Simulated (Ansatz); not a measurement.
ZrB₂ (MoSi2 or CaC2 type, I4/mmm) under volume change, plane-wave PAW PBE (Ansatz code), shape and atoms relaxed at each volume.

```
V (Å³/atom)  E − E(relaxed) (meV/atom)  P (GPa)
-----------  -------------------------  -------
11.495                            52.2    15.86
11.873                            22.1     9.79
12.252                             5.3     4.56
12.631                             0.0     0.00
13.010                             4.8    -3.95
13.389                            18.3    -7.36
13.768                            39.2   -10.29
```

Problem. What does a third-order Birch–Murnaghan fit give for V₀, B₀ and B′?

Solution. V₀ = 12.63 Å³/atom, B₀ = 141 GPa, B′ = 3.8.

The cell is a constructed one: a structure type filled with these elements; neither database checked (COD, Materials Project) lists it. It is not the phase usual at ambient conditions (space group No. 191). The PBE relaxation kept the symmetry of its start; its stability against distortions is not shown here. The run is not spin-polarised.

Potentials: the earlier of the program's two PAW sets.
